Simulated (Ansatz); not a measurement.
Consider the following.

InP:
```yaml
crystal:
  lattice:
    - [3.88415, 0.00000, 0.00000]
    - [-1.94207, 3.36377, 0.00000]
    - [0.00000, 0.00000, 6.61377]
  atoms:
    - { symbol: In, position: [0.00000, 0.00000, 0.00000] }
    - { symbol: In, position: [0.00000, 0.00000, 0.50000] }
    - { symbol: P, position: [0.33333, 0.66667, 0.25000] }
    - { symbol: P, position: [0.66667, 0.33333, 0.75000] }
```

This is the PBE-relaxed structure.

### Question
All from PBE (plane waves, PAW; program Ansatz), unless another level is named. Estimate the electronic character.

### Answer
metallic (no gap).

### Question
And the formation energy from the elements (no fitted shifts)?

### Answer
0.060 eV/atom.

### Question
What about the density of states at the Fermi level?

### Answer
0.37 states/eV per atom (mean over ±0.08 eV).

Space group P6_3/mmc (NiAs type). The cell is a constructed one: a structure type filled with these elements; neither database checked (COD, Materials Project) lists it. It is not the phase usual at ambient conditions (space group No. 216). The PBE relaxation kept the symmetry of its start; its stability against distortions is not shown here. The references are the lowest solids computed at this level, not always the standard phases. Spin–orbit coupling is left out wherever it is not named.

Potentials: the later of the program's two PAW sets.
